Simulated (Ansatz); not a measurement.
¹⁷O NMR of the central transition in HfSiO4

Cell: an entry of the Crystallography Open Database (COD) whose atoms were relaxed with PBE, the cell held.

Space group I4_1/amd:1 (No. 141); a = 6.5725, c = 5.9632 Å.

```csv
site,Wyckoff,site symmetry,x,y,z
Hf,4a,-4m2,0.0000,0.5000,0.2500
Si,4b,-4m2,0.5000,0.0000,0.2500
O,16h,.m.,0.5000,0.3147,0.8193
```

One atom of each set is listed; the run and its k-mesh use a cell of 12 atoms with edges of 5.52, 5.52, 5.52 Å.

Method: Kohn–Sham DFT in Ansatz, PBE, plane waves and PAW, scalar-relativistic, 420 eV cutoff, Γ-centred 5×5×5 k-points, Fermi–Dirac smearing 0.02 eV.

¹⁷O has I = 5/2 and Q = -25.58 mb (Pyykkö 2018); at 7.05 T its Larmor frequency is ν₀ = 40.7 MHz. Only the quadrupole interaction is simulated: positions count from each site's isotropic chemical shift, and J coupling is left out, as are shift anisotropy and dipolar coupling, which fast spinning averages.

(1) Simulate the second-order pattern (fast magic-angle spinning, Gaussian broadening 0.1 kHz) of site O (1 Si at 1.63 Å, 2 Hf at 2.11–2.26 Å).

## Answers

(1) The calculation gives C_Q = -2.96 MHz and η = 0.86, so ν_Q = 0.444 MHz and the centre of gravity lies at -39.5 ppm (-1.61 kHz).

```
offset (kHz)  height
      -3.805       0
      -3.631       4
      -3.457      11
      -3.283      19
      -3.110      20
      -2.936      22
      -2.762      23
      -2.589      25
      -2.415      28
      -2.241      31
      -2.067      47
      -1.894     100
      -1.720      96
      -1.546      91
      -1.372      64
      -1.199      53
      -1.025      46
      -0.851      41
      -0.678      37
      -0.504      34
      -0.330      32
      -0.156      30
       0.017      10
       0.191       0
```

At this cell the PBE pressure is 7 GPa, so with PBE the cell would grow if it were relaxed. Without spin–orbit coupling the gradients at and beside Hf can be off by some per cent, at some sites by more.
